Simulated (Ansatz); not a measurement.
GaN with Ge replacing Ga: gradients before and after relaxing the atoms

Start: a supercell of GaN (wurtzite type, P6_3mc) built from a COD entry (the entry's cell lengths or inner coordinates differ somewhat from later room-temperature determinations), with all atoms left at the host's positions.

Space group P3m1 (No. 156); a = 6.3600, c = 10.3320 Å, γ = 120.00°.

```
site  Wyckoff  site symmetry       x       y       z
  Ge       1a            3m.  0.0000  0.0000  0.0000
 Ga2       1a            3m.  0.0000  0.0000  0.5000
 Ga3       3d            .m.  0.0000  0.5000  0.0000
 Ga4       3d            .m.  0.0000  0.5000  0.5000
 Ga9       3d            .m.  0.1667  0.8333  0.2500
Ga10       3d            .m.  0.1667  0.8333  0.7500
Ga15       1c            3m.  0.6667  0.3333  0.2500
Ga16       1c            3m.  0.6667  0.3333  0.7500
 N17       1a            3m.  0.0000  0.0000  0.1875
 N18       1a            3m.  0.0000  0.0000  0.6875
 N19       3d            .m.  0.0000  0.5000  0.1875
 N20       3d            .m.  0.0000  0.5000  0.6875
 N25       3d            .m.  0.1667  0.8333  0.4375
 N26       3d            .m.  0.1667  0.8333  0.9375
 N31       1c            3m.  0.6667  0.3333  0.4375
 N32       1c            3m.  0.6667  0.3333  0.9375
```

One atom of each set is listed.

The numbers come from a DFT calculation in Ansatz (PBE, plane waves and PAW, scalar-relativistic, 420 eV cutoff, Γ-centred 4×4×2 k-points, Fermi–Dirac smearing 0.01 eV, cell charge +1).

The largest force at the start is 1.5 eV/Å. Relaxing the ions at fixed cell moves them by 0.059 Å at most (atom 17, N) and 0.025 Å rms.

| site | moved (Å) | first shell before | first shell after | V_zz before (10²¹ V/m²) | η before |
| --- | --- | --- | --- | --- | --- |
| Ge | 0.005 | 4 N at 1.94–1.95 Å | 4 N at 1.88–1.90 Å | -0.95 | 0.00 |
| Ga3 | 0.029 | 4 N at 1.94–1.95 Å | 4 N at 1.93–1.98 Å | -2.23 | 0.38 |
| Ga4 | 0.006 | 4 N at 1.94–1.95 Å | 4 N at 1.94–1.96 Å | 0.27 | 0.56 |
| Ga9 | 0.016 | 4 N at 1.94–1.95 Å | 4 N at 1.93–1.98 Å | 1.89 | 0.62 |
| Ga10 | 0.035 | 4 N at 1.94–1.95 Å | 4 N at 1.93–1.99 Å | 2.06 | 0.07 |
| Ga15 | 0.020 | 4 N at 1.94–1.95 Å | 4 N at 1.94–1.95 Å | -0.94 | 0.00 |
| Ga16 | 0.021 | 4 N at 1.94–1.95 Å | 4 N at 1.94–1.95 Å | 0.45 | 0.00 |
| N17 | 0.059 | 1 Ge at 1.94 Å, 3 Ga at 1.95 Å | 1 Ge at 1.88 Å, 3 Ga at 1.98 Å | 3.33 | 0.00 |
| N19 | 0.006 | 4 Ga at 1.94–1.95 Å | 4 Ga at 1.93–1.95 Å | -0.40 | 0.40 |
| N25 | 0.004 | 4 Ga at 1.94–1.95 Å | 4 Ga at 1.93–1.95 Å | 0.56 | 0.20 |
| N26 | 0.049 | 3 Ga at 1.94–1.95 Å, 1 Ge at 1.95 Å | 1 Ge at 1.90 Å, 3 Ga at 1.98–1.99 Å | 3.24 | 0.16 |
| N32 | 0.005 | 4 Ga at 1.94–1.95 Å | 4 Ga at 1.93–1.95 Å | -0.60 | 0.00 |

Question: How do the gradients change?

Answer: 

| site | V_zz after | η after | change of V_zz |
| --- | --- | --- | --- |
| Ge | -0.76 | 0.00 | +0.19 |
| Ga3 | -3.52 | 0.26 | -1.29 |
| Ga4 | 1.04 | 0.41 | +0.77 |
| Ga9 | 3.04 | 0.14 | +1.15 |
| Ga10 | 4.33 | 0.02 | +2.27 |
| Ga15 | -0.93 | 0.00 | +0.01 |
| Ga16 | 1.57 | 0.00 | +1.12 |
| N17 | 2.67 | 0.00 | -0.66 |
| N19 | 0.24 | 0.53 | – |
| N25 | 0.47 | 0.18 | -0.09 |
| N26 | 2.65 | 0.21 | -0.59 |
| N32 | -0.34 | 0.00 | +0.26 |

The largest change of V_zz along a kept axis is on Ga10, from 2.06 to 4.33. Small gradients that grow severalfold: Ga16 (0.45 to 1.57), Ga4 (0.27 to 1.04). In per cent, |V_zz| changes by -20 on Ge, -1 to +110 on Ga, -44 to -17 on N (all sites that start above 0.5). Where |V_zz| stays above 0.1 and the axes keep their order, η moves most on Ga9, from 0.62 to 0.14. V_zz changes sign on N18 (same axis) (not in the table). On N19, N20 (not all in the table) the largest principal value lies along another axis in the second run, so the two V_zz can't be compared directly. The table leaves out 4 of the 16 sites, with |V_zz| up to 0.88; their tensors move by 0.49 at most along any direction. The statements above cover all sites.

The defect repeats with the cell of 32 atoms, so it feels its images: sites between two images don't show the values beside a lone defect, and zeros or small values of η there can come from the images' arrangement. Ga and N carry a gradient in the pure host already, so the values there aren't the defect's effect alone. A uniform background compensates the cell's charge. The cell keeps the host's lattice, where the PBE pressure is 8 GPa (in a charged cell this depends on the convention for the mean potential).
Before: The neighbours have not yet relaxed around the defect (largest force 1.5 eV/Å), so a real crystal will differ.
After: The relaxation keeps the site symmetry 3m of the start, so the impurity can move only along its axis; a start off the site could end lower.
